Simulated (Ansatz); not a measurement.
### Question
Volume from LDA minus that from PBE (% of the latter), each on its own relaxed cell (Ansatz, a first-principles code, plane waves, PAW; no spin–orbit coupling, no Hubbard U), over 17 phases of the class «transition-metal oxides»: what sign and size do you expect?

### Answer
Mean -8.1 %, median -6.6 %, mean absolute 8.1 %; eight in ten lie between -13.7 and -5.4 %, and 0 % are above zero.

Some cases that may be named, with their rank among the 17 from the lowest: Ag2O, Pn-3m (Ag on 4c, O on 2a) -10.5 % (rank 4); BaHfO3, cubic perovskite -5.9 % (rank 11); HfO2, fluorite -5.6 % (rank 12); BaZrO3, cubic perovskite -5.6 % (rank 14); TiO2, anatase -5.6 % (rank 15).

The phases are those computed here (of each formula those with measured values and the lowest at some level), not a balanced benchmark, and neither functional is the truth. Pairs that end in unlike spin orders or unlike minima (c/a over 6 % apart, 30 % for weakly bound crystals), magnets with 4f shells, solids of gases and phases set aside for tests are left out.

1 are weakly bound layers, chains or molecules.

Not the usual ambient phase: HfO2, fluorite. Unstable at this level: Ag2O, Pn-3m (Ag on 4c, O on 2a) with LDA; HfO2, fluorite with LDA; HfO2, fluorite with PBE; BaZrO3, cubic perovskite with LDA; BaZrO3, cubic perovskite with PBE. All cells were relaxed under the symmetry of their starts (and spin orders); stability against distortions was not tested throughout. Named crystals with no word on spin ran without spin polarisation. Scalar-relativistic: spin–orbit coupling is off unless named, which matters more the heavier the elements.

Potentials: the later of the program's two PAW sets.

Ansatz is a plane-wave DFT program.
